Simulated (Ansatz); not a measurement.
# Notes on SeF₂

```yaml
crystal:
  lattice:
    - [3.09694, 0.00000, 0.00000]
    - [0.00000, 3.09694, 0.00000]
    - [0.00000, 0.00000, 9.02197]
  atoms:
    - { symbol: F, position: [0.25000, 0.25000, 0.75530] }
    - { symbol: F, position: [0.75000, 0.75000, 0.24470] }
    - { symbol: Se, position: [0.25000, 0.25000, 0.36650] }
    - { symbol: Se, position: [0.75000, 0.75000, 0.63350] }
    - { symbol: F, position: [0.25000, 0.25000, 0.07760] }
    - { symbol: F, position: [0.75000, 0.75000, 0.92240] }
```

Single point in Ansatz 0.2.0 with r2SCAN, no spin polarisation. Cutoff 500 eV, PAW datasets, 11×11×4 Γ-centred k mesh, fermi-dirac filling (width 0.0462 eV).

(1) What does the stress say?

(2) Metal or insulator?

(3) What do density and ELF say about some of the short contacts?

(4) Which element gives electrons and which takes them?

(5) Where is the largest force?

Origin: a known structure type with other elements, at an estimated volume, so it need not be a known compound. Caveats: many states at the Fermi level without spin polarisation, so a magnetic state may lie lower; atoms or cell far from equilibrium.

Answers

(1) The pressure is -9.4 GPa (compression positive), so with the atoms held at these fractions the cell would first shrink; the forces are large, so a full relaxation may end otherwise. The principal stresses -22.2, -3.0, -3.0 GPa differ, so its shape would change too.

(2) It is a metal, with about 7.5 states/eV a cell as the mean within 0.25 eV of the Fermi level, mostly F p (79 %) and Se p (21 %).

(3) F–Se at 2.45 Å: least valence density 0.27 e/Å³ and ELF 0.17 there. F–F at 2.60 Å: least valence density 0.08 e/Å³ and ELF 0.02 there. Both are smooth PAW fields, read partly inside the augmentation spheres.

(4) Bader charges in e: Se +0.68, F -0.47 to -0.21. In the mean Se gives up most and F takes most.

(5) The largest is on Se3 (and as large on other atoms): 1.73 eV/Å, components (0.00, 0.00, -1.73). It makes 63° with the line to a nearest neighbour, F2 at 2.45 Å.
